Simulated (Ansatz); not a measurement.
Relaxing a structure of Nb2C

The start is a relaxed Nb2C cell shaken by Gaussian noise of σ = 0.08 Å a coordinate. Cell shape, volume and atoms are optimised at zero target pressure with PBEsol (plane waves to 420 eV, PAW, scalar-relativistic; Ansatz, a program for electronic structure). The first steps use a coarse 2×6×4 k-mesh.

Initial structure:
```
Nb2C
1.0
   10.86798     0.00000     0.00000
    0.00000     3.07371     0.00000
    0.00000     0.00000     4.94729
Nb C
8 4
Cartesian
  3.16291   2.30117   3.52049
  7.70201   0.68086   1.26360
  2.23162   0.67423   1.23042
  8.56760   2.40303   3.75244
  5.93671   0.72686   3.71203
  4.98680   2.25667   1.20168
 10.50098   2.19843   1.36319
  0.54376   0.79207   3.56898
  4.03808   0.81649   4.73116
  6.68327   2.29381  -0.01216
  1.28205   2.38976   2.50921
  9.67959   0.63428   2.46404
```

Task: Which atoms feel the largest initial force, and how large is it?

Result: About 5.2 eV/Å, on Nb8 (atoms numbered as listed).

Task: By how much does the energy per atom fall from start to end?

Result: 0.17 eV/atom.

Task: Is the parent structure recovered?

Result: It returns to the parent structure, Pnma (No. 62).

Task: How do the shortest distances between atoms change?

Result: The closest pairs of elements (up to four, under 3.6 Å), start → end: C–Nb 1.96 → 2.17 Å; Nb–Nb 2.77 → 2.98 Å; C–C 2.80 → 3.07 Å.

Task: Is the relaxed structure metallic? Give its gap.

Result: Zero (metallic).

Final values are on a 4×12×8 k-mesh of the relaxed cell. No spin polarisation in the result.

The cell that was disturbed is our relaxation of an entry of Materials Project.
